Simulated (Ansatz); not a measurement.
# K: computed property card

K:
```cif
data_K
_chemical_formula_sum 'K1'
_space_group_name_H-M_alt 'Pm-3m'
_space_group_IT_number 221
_space_group_name_Hall '-P 4 2 3'
_cell_length_a 4.29942
_cell_length_b 4.29942
_cell_length_c 4.29942
_cell_angle_alpha 90.000
_cell_angle_beta 90.000
_cell_angle_gamma 90.000
loop_
_atom_site_label
_atom_site_type_symbol
_atom_site_symmetry_multiplicity
_atom_site_Wyckoff_symbol
_atom_site_fract_x
_atom_site_fract_y
_atom_site_fract_z
_atom_site_occupancy
K1 K 1 a 0.00000 0.00000 0.00000 1
```

Space group Pm-3m (No. 221), simple cubic; conventional cell a = 4.299 Å, b = 4.299 Å, c = 4.299 Å, α = 90.00°, β = 90.00°, γ = 90.00°.

Method: the program Ansatz at the r²SCAN level (PAW). The cell and atoms are relaxed at this level. Other levels are named where they apply.

Cell and energy:

```
Property             Result
---------------  ----------
Volume per atom    79.47 Å³
Density          0.82 g/cm³
```

Electronic structure:

```
Property                                                                    Result
------------------------------------  --------------------------------------------
Electronic character                                             metallic (no gap)
Density of states at the Fermi level  0.84 states/eV per atom (mean over ±0.08 eV)
```

Mechanics:

```
Property                                                               Result
-------------------------------------  --------------------------------------
Bulk modulus (Birch–Murnaghan fit)                                    2.8 GPa
Pressure derivative B′                                                    3.7
Elastic constants (relaxed ions, GPa)       C11 = 9.6, C12 = -0.6, C44 = -1.4
Mechanical stability                   unstable (C has a negative eigenvalue)
```

Phonons:

```
Property                                             Result
-------------------------------  --------------------------
Dynamical stability on the path  unstable, down to 43i cm⁻¹
```

A made-up cell: these elements were put on the sites of a structure type; the Crystallography Open Database copy checked does not list it. It is not the phase usual at ambient conditions (space group No. 229). The r²SCAN relaxation kept the symmetry of its start. As this level gives no gap, shear constants depend on the k-mesh and smearing (Fermi–Dirac, 0.1 eV here). As this level gives no gap, phonon frequencies hold no LO–TO term and depend on the k-mesh and smearing (Fermi–Dirac, 0.1 eV here).

Potentials: the later of the program's two PAW sets.
